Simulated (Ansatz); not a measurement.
The start is a generated cell, SnO placed in the GeS structure type. The cell and all atomic positions are relaxed at zero pressure with r2SCAN (plane waves to 500 eV, PAW, scalar-relativistic; Ansatz, a quantum-chemistry and plane-wave program). The first steps use a coarse 3×7×6 k-mesh.

Initial structure:
```
CELL_PARAMETERS angstrom
      9.40831     0.00000     0.00000
      0.00000     3.27089     0.00000
      0.00000     0.00000     3.86397
ATOMIC_POSITIONS crystal
  Sn 0.12210 0.25000 0.12770
  Sn 0.37790 0.75000 0.62770
  Sn 0.87790 0.75000 0.87230
  Sn 0.62210 0.25000 0.37230
  O  0.84950 0.25000 0.50230
  O  0.65050 0.75000 0.00230
  O  0.15050 0.75000 0.49770
  O  0.34950 0.25000 0.99770
```

### Question
What pressure does the first self-consistent step give?

### Answer
+11.3 GPa (positive: the cell is compressed).

### Question
What is the largest force in the starting geometry, and on which atom (counted from 1)?

### Answer
0.84 eV/Å, on Sn1, Sn2, Sn3, Sn4 (atoms numbered as listed).

### Question
What symmetry does the relaxed structure have?

### Answer
The space group goes from Pnma (No. 62) to P4/nmm (No. 129); the end is AFLOW prototype AB_tP4_129_a_c (B10, as in PbO), with 4 atoms in the primitive cell.

### Question
By how much does the energy per atom fall from start to end?

### Answer
0.36 eV/atom.

### Question
How do the shortest distances between atoms change?

### Answer
The closest pairs of elements (up to four, under 3.6 Å), start → end: O–Sn 2.19 → 2.22 Å; O–O 3.15 → 2.69 Å; Sn–Sn 2.99 → 3.54 Å.

### Question
What band gap does the relaxed structure have at this level?

### Answer
0.37 eV, indirect (valence top at Γ, conduction bottom at M) (no spin-orbit coupling).

### Question
What does it relax into? Give the structure.

### Answer

```cif
data_O2Sn2
_chemical_formula_sum 'Sn2 O2'
_space_group_name_H-M_alt 'P4/nmm :1'
_space_group_IT_number 129
_space_group_name_Hall 'P 4ab 2ab -1ab'
_cell_length_a 3.80751
_cell_length_b 3.80751
_cell_length_c 4.93956
_cell_angle_alpha 90.000
_cell_angle_beta 90.000
_cell_angle_gamma 90.000
loop_
_space_group_symop_operation_xyz
  'x, y, z'
  '-y+1/2, x+1/2, z'
  '-x, -y, z'
  'y+1/2, -x+1/2, z'
  'x+1/2, -y+1/2, -z'
  '-y, -x, -z'
  '-x+1/2, y+1/2, -z'
  'y, x, -z'
  '-x+1/2, -y+1/2, -z'
  'y, -x, -z'
  'x+1/2, y+1/2, -z'
  '-y, x, -z'
  '-x, y, z'
  'y+1/2, x+1/2, z'
  'x, -y, z'
  '-y+1/2, -x+1/2, z'
loop_
_atom_site_label
_atom_site_type_symbol
_atom_site_symmetry_multiplicity
_atom_site_Wyckoff_symbol
_atom_site_fract_x
_atom_site_fract_y
_atom_site_fract_z
_atom_site_occupancy
Sn1 Sn 2 c 0.50000 0.00000 0.26770 1
O1 O 2 b 0.50000 0.50000 0.50000 1
```

Final values are on a 9×9×7 k-mesh of the relaxed cell. No spin polarisation in the result.

The run could not lose the symmetry of its start; a randomly shaken copy of 8 atoms returns to this structure.

The first start was generated by placing the elements on the sites of a structure type. A measured structure of SnO has the same space group, P4/nmm (No. 129); the sites were not compared with it.
